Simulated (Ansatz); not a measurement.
AlAs (rock salt, Fm-3m) at seven volumes, PBEsol in the plane-wave PAW code Ansatz, scaled uniformly. One row is withheld.

```json
[
 {"V (Å³/atom)": "16.427", "P (GPa)": "10.41"},
 {"V (Å³/atom)": "16.969", "P (GPa)": "6.39"},
 {"V (Å³/atom)": "17.511", "P (GPa)": "2.94"},
 {"V (Å³/atom)": "18.052", "P (GPa)": "0.00"},
 {"V (Å³/atom)": "18.594", "P (GPa)": "-2.50"},
 {"V (Å³/atom)": "19.135", "P (GPa)": "?"},
 {"V (Å³/atom)": "19.677", "P (GPa)": "-6.39"}
]
```

**Question.** Fit the shown pressures and predict the withheld one.

**Answer.** Third-order Birch–Murnaghan: P = (3/2)B₀(x^(7/2) − x^(5/2))[1 + (3/4)(B′ − 4)(x − 1)] with x = (V₀/V)^(2/3). Least squares on the six rows gives V₀ = 18.054 Å³/atom, B₀ = 89.72 GPa, B′ = 4.38. At V = 19.135, x = 0.9620 and P = -4.59 GPa. The run itself gave -4.61 GPa.

The start of the workflow was typed in or built on a structure type; the Crystallography Open Database copy checked does not list it. It is not the phase usual at ambient conditions (space group No. 216). Symmetry was held in the PBEsol relaxation; its stability against distortions is not shown here.

Potentials: the earlier of the program's two PAW sets. The files were generated under PBE; for other functionals the program regenerates the frozen cores, and for LDA and PBEsol the local potential too.
